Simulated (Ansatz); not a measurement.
**Ni2OsI: reading a single point**

```
Ni I Os
1.0
     6.45133    0.00000    0.00000
     0.00000    3.95637    0.00000
     0.00003    0.00000    6.67050
Ni I Os
4 2 2
Direct
  0.53302 0.00000 0.74363
  0.99824 0.50000 0.75634
  0.53302 0.00000 0.25638
  0.99824 0.50000 0.24366
  0.17386 0.00000 0.50000
  0.35700 0.50000 0.00000
  0.68091 0.50000 0.50000
  0.85072 0.00000 0.00000
```

Single point in Ansatz 0.2.0 with PBE, no spin polarisation. Cutoff 420 eV, PAW datasets, 5×9×5 Γ-centred k mesh, fermi-dirac filling (width 0.1 eV).

**Stress.** The pressure is -16.5 GPa (compression positive), so with the atoms held at these fractions the cell would first shrink; the forces are large, so a full relaxation may end otherwise. The principal stresses -20.5, -16.7, -12.3 GPa differ, so its shape would change too.
**At the Fermi level.** It is a metal, with about 19 states/eV a cell as the mean within 0.25 eV of the Fermi level, mostly Os d (56 %) and Ni d (36 %).
**Formation energy.** 1.24 eV an atom against the elements' usual phases (free molecules for gases, crystals otherwise, with no correction for O₂ or N₂), so at this geometry it isn't bound against them. Relaxing would lower it.
**Forces.** The largest is on Ni3 (and as large on other atoms): 1.65 eV/Å, components (1.55, 0.00, 0.56). It makes 60° with the line to a nearest neighbour, Os8 at 2.67 Å.
**Contacts.** Ni–Os at 2.67 Å: least valence density 0.35 e/Å³ and ELF 0.38 there. Ni–I at 2.83 Å: least valence density 0.24 e/Å³ and ELF 0.18 there. These are pseudo-fields; inside the PAW spheres they differ from the all-electron ones.

Origin: a known structure type with other elements, at an estimated volume, so it need not be a known compound. Caveats: no spin polarisation, so a magnetic state may lie lower; atoms or cell far from equilibrium.
